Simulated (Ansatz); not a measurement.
Notes on CaO

```yaml
crystal:
  lattice:
    - [0.00000, 2.40052, 2.40052]
    - [2.40052, 0.00000, 2.40052]
    - [2.40052, 2.40052, 0.00000]
  atoms:
    - { symbol: Ca, position: [0.00000, 0.00000, 0.00000] }
    - { symbol: O, position: [0.50000, 0.50000, 0.50000] }
```

Level: PBE, no spin polarisation; 420 eV; 9×9×9 Γ-centred mesh; fermi-dirac occupations (width 0.1 eV); Ansatz 0.2.0, fixed geometry.

Task: Metal or insulator? Give the gap.

Result: The gap is 3.65 eV, indirect (the least direct gap found is 4.03 eV).

Task: What do density and ELF say about some of the short contacts?

Result: Ca–O at 2.40 Å: least valence density 0.26 e/Å³ and ELF 0.09 there, a closed-shell (ionic or weak) contact. These are pseudo-fields; inside the PAW spheres they differ from the all-electron ones.

Task: Is it stable against the elements?

Result: -2.94 eV an atom against the elements' usual phases (free molecules for gases, crystals otherwise, with no correction for O₂ or N₂), so it is bound against them; other compounds may still compete. Relaxing would lower it.

Task: Give the Bader charges.

Result: Bader charges in e: Ca +1.48, O -1.48. In the mean Ca gives up most and O takes most.

Origin: a database entry at a rescaled volume.
